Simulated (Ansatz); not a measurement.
Data:

SiSnO3:
```cif
data_O3SiSn
_chemical_formula_sum 'Si1 Sn1 O3'
_space_group_name_H-M_alt 'P4mm'
_space_group_IT_number 99
_space_group_name_Hall 'P 4 -2'
_cell_length_a 3.46574
_cell_length_b 3.46574
_cell_length_c 4.68912
_cell_angle_alpha 90.000
_cell_angle_beta 90.000
_cell_angle_gamma 90.000
loop_
_atom_site_label
_atom_site_type_symbol
_atom_site_symmetry_multiplicity
_atom_site_Wyckoff_symbol
_atom_site_fract_x
_atom_site_fract_y
_atom_site_fract_z
_atom_site_occupancy
Si1 Si 1 b 0.50000 0.50000 0.49030 1
Sn1 Sn 1 a 0.00000 0.00000 0.01503 1
O1 O 1 b 0.50000 0.50000 0.83807 1
O2 O 2 c 0.00000 0.50000 0.38130 1
```

This is the PBEsol-relaxed structure.

Problem. All from the program Ansatz at the PBEsol level (PAW), unless another level is named. Predict the electron effective mass.

Solution. 0.38, 0.38, 0.78 mₑ (principal values).

Problem. Next, the gap with spin–orbit coupling?

Solution. 0.71 eV.

Problem. What about the smallest direct gap on the standard path?

Solution. 1.44 eV.

The cell is a constructed one: a structure type filled with these elements; neither database checked (COD, Materials Project) lists it. Its standing as an ambient phase is unchecked. The cell was relaxed with PBEsol under the symmetry of its start; whether a distortion lowers the energy is not shown. Spin–orbit coupling is left out wherever it is not named.

Potentials: the earlier of the program's two PAW sets. The files were generated under PBE; for other functionals the program regenerates the frozen cores, and for LDA and PBEsol the local potential too.
